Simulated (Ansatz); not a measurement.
# Two-dimensional strain map in KMgH$_{3}$

Theory: DFT r2SCAN, scalar-relativistic, plane waves, PAW in Ansatz 0.2.0. Cutoff 500 eV, Γ-centred 6×6×6 k-points, Gaussian smearing of 0.05 eV. No spin polarisation. Energies are free energies at this smearing, counted from the undisturbed cell; pressure is positive in compression.

Reference structure (as given, not relaxed at this level; it stands at -0.9 GPa, and it needn't be the usual structure):

```
K Mg H
1.0
     4.02500    0.00000    0.00000
     0.00000    4.02500    0.00000
     0.00000    0.00000    4.02500
K Mg H
1 1 3
Direct
  0.00000 0.00000 0.00000
  0.50000 0.50000 0.50000
  0.00000 0.50000 0.50000
  0.50000 0.00000 0.50000
  0.50000 0.50000 0.00000
```

The cell is strained by p along both x and y and by q along z, fractional coordinates fixed. Points are written (p, q).

Energy above the undisturbed cell in meV/atom (a dash: not computed):

```
 p \ q  -0.080  -0.040  0.000  0.040  0.080
-0.080    84.7    57.8   44.4   41.4   45.8
-0.040    34.1    14.1    6.7    8.7   17.6
 0.000    15.6     1.9    0.0    6.8   19.9
 0.040    20.6    12.6   15.8   27.1   44.1
 0.080    42.8    39.9   47.6   63.0   83.8
```

Pressure in GPa:

| p \ q | -0.080 | -0.040 | 0.000 | 0.040 | 0.080 |
| --- | --- | --- | --- | --- | --- |
| -0.080 | 12.7 | 9.7 | 7.3 | 5.4 | 4.0 |
| -0.040 | 6.9 | 4.4 | 2.4 | 1.0 | -0.2 |
| 0.000 | 2.8 | 0.7 | -0.9 | -2.1 | -3.0 |
| 0.040 | -0.1 | -1.9 | -3.2 | -4.1 | -4.8 |
| 0.080 | -2.2 | -3.6 | -4.7 | -5.5 | -6.0 |

Gap on the k-mesh in eV:

```
 p \ q  -0.080  -0.040  0.000  0.040  0.080
-0.080    4.14    3.93   3.75   3.59   3.46
-0.040    3.76    3.58   3.41   3.26   3.13
 0.000    3.46    3.26   3.11   2.97   2.84
 0.040    3.20    3.01   2.84   2.71   2.59
 0.080    2.96    2.78   2.62   2.48   2.36
```